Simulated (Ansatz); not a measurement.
**Time and memory for Bi2Te3**

```yaml
crystal:
  lattice:
    - [2.2090652234, 1.2754044014, 10.7524330131]
    - [-2.2090652234, 1.2754044014, 10.7524330131]
    - [0.0, -2.5508088028, 10.7524330131]
  atoms:
    - { symbol: Bi, position: [0.6026162099, 0.6026162099, 0.6026162099] }
    - { symbol: Bi, position: [0.3973837901, 0.3973837901, 0.3973837901] }
    - { symbol: Te, position: [0.784442625, 0.784442625, 0.784442625] }
    - { symbol: Te, position: [0.0, 0.0, 0.0] }
    - { symbol: Te, position: [0.215557375, 0.215557375, 0.215557375] }
kpoints:
  mp_grid: { grid: [9, 9, 9] }
scf:
  occupations: { method: fermi_dirac, width: 0.01 }
hamiltonian:
  xc: r2scan
  pseudopotentials: { kind: paw }
output:
  forces: true
  stress: true
  populations: true
  efg: { quadrupole_moments_barn: { Bi: -0.516 }, contact_densities: true }
  write_density: true
  write_potential: true
  elf: true
  volumetric_format: npy
```

```sh
ansatz run input.yaml --threads 1 --pin off --max-ram 3072MiB --backend cpu --events-out ev --progress --plain --runs-dir out
```

It runs on 1 thread of Arm Neoverse N1 (aarch64; 36 cores open to the job, memory cap 3.0 GiB, no GPU), a shared host with a load of 0.9 a core.

Q: How much time and memory should be set aside?

A: About 4.2 min of wall time (4.2 min of CPU time) and 1.2 GiB. The run holds 78 valence electrons in 47 bands, about 4569 plane waves a k-point and 85 irreducible k-points, and took 7 SCF iterations. Times on a shared host vary by tens of per cent.
